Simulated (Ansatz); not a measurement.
TiAl:
```cif
data_AlTi
_chemical_formula_sum 'Ti1 Al1'
_space_group_name_H-M_alt 'P-6m2'
_space_group_IT_number 187
_space_group_name_Hall 'P -6 2'
_cell_length_a 2.87067
_cell_length_b 2.87067
_cell_length_c 4.62955
_cell_angle_alpha 90.000
_cell_angle_beta 90.000
_cell_angle_gamma 120.000
loop_
_atom_site_label
_atom_site_type_symbol
_atom_site_symmetry_multiplicity
_atom_site_Wyckoff_symbol
_atom_site_fract_x
_atom_site_fract_y
_atom_site_fract_z
_atom_site_occupancy
Ti1 Ti 1 a 0.00000 0.00000 0.00000 1
Al1 Al 1 d 0.33333 0.66667 0.50000 1
```

Relaxed at zero pressure with plane-wave PAW r²SCAN (Ansatz code).

Question: The volume is lowered by 9 % and shape and atoms relax at that volume. What pressure results, and how do the axes share the change?

Answer: 12.5 GPa; a -3.6 %, b -3.6 %, c -2.2 %; the energy rises by 54 meV/atom.

Question: Give the new structure.

Answer: 
Space group P-6m2 (No. 187); a = 2.7687 Å, b = 2.7687 Å, c = 4.5290 Å, α = 90.00°, β = 90.00°, γ = 120.00°

```json
[
 {"atom": "Ti", "site": "1a", "symmetry": "-6m2", "x": "0.0000", "y": "0.0000", "z": "0.0000"},
 {"atom": "Al", "site": "1d", "symmetry": "-6m2", "x": "0.3333", "y": "0.6667", "z": "0.5000"}
]
```

The phase is kept; no other phase was compared at this pressure.

The workflow started from a Materials Project entry (that database holds measured and hypothetical structures alike); the Crystallography Open Database copy checked does not list it. With Ti and Al taken as one species the cell has the higher symmetry P6_3/mmc, so it may be an ordered model of a mixed-site phase. It is not the phase usual at ambient conditions (space group No. 123). The cell was relaxed with r²SCAN under the symmetry of its start; of distortions, only those at the zone centre were tested. No spin polarisation was allowed. Axis ratios of metals converge slowly with the k-mesh, so a and c are less sure than the volume.

Potentials: the later of the program's two PAW sets.
